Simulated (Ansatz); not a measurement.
CsGeI3 in space group R3m (No. 160; Cs on 3a, Ge on 3a, I on 9b), plane-wave PAW r²SCAN (Ansatz code), all energies at zero smearing, with the estimated change up to a 700 eV cutoff added, with one set of potentials and settings (totals compare only within such a set). Cell of 5 atoms (1 Cs, 1 Ge, 3 I): -32577.599 eV.

```
element             reference phase  E (eV/atom)
-------  --------------------------  -----------
Cs       Im-3m, 1 atoms in the cell   -5685.9274
Ge       Fd-3m, 2 atoms in the cell   -4302.9041
I         Cmce, 4 atoms in the cell   -7528.0245
```

Formation energy per atom, worked out: (-32577.599 − 1×(-5685.9274) − 1×(-4302.9041) − 3×(-7528.0245))/5 = -0.939 eV/atom (-91 kJ per mol of atoms), at 0 K, without zero-point energy or fitted corrections.

The workflow started from a Materials Project entry (that database holds measured and hypothetical structures alike); the Crystallography Open Database files this formula in space group No. 160, but the cells were not matched. Whether it is the stable phase at ambient conditions was not checked. The cell was relaxed with r²SCAN under the symmetry of its start; of distortions, only those at the zone centre were tested. The references are the lowest solids computed at this level, not always the standard phases. Scalar-relativistic: spin–orbit coupling is off unless named, which matters more the heavier the elements.

Potentials: the later of the program's two PAW sets.
